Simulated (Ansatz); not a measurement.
Q: Each is relaxed and computed with the program Ansatz at the PBE level (PAW). Which is the only metal?
A) GeS2, anatase
B) LiGeN, P6_3mc (Li on 2b, Ge on 2a, N on 2b)
C) GeW, Cmcm (Ge on 4c, W on 4c)
D) WSe2, P6_3/mmc (W on 2c, Se on 4f)

A: C, GeW, Cmcm (Ge on 4c, W on 4c). GeW: metal; WSe2: gap 1.47 eV (indirect); GeS2: gap 0.59 eV (indirect); LiGeN: gap 1.45 eV (indirect). Constructed cells (a structure type filled with these elements, in neither database checked): GeW, Cmcm (Ge on 4c, W on 4c); GeS2, anatase. Relaxed far from the usual cell of the phase: WSe2, P6_3/mmc (W on 2c, Se on 4f). Standing as an ambient phase not checked: LiGeN, P6_3mc (Li on 2b, Ge on 2a, N on 2b). Weakly bound layers, chains or molecules computed without a dispersion correction, so cells and soft constants are ill determined: WSe2, P6_3/mmc (W on 2c, Se on 4f). All cells were relaxed under the symmetry of their starts (and spin orders); stability against distortions was not tested throughout. Rows with no word on spin ran without spin polarisation. Scalar-relativistic: spin–orbit coupling is off unless named, which matters more the heavier the elements.

Potentials: the later of the program's two PAW sets.
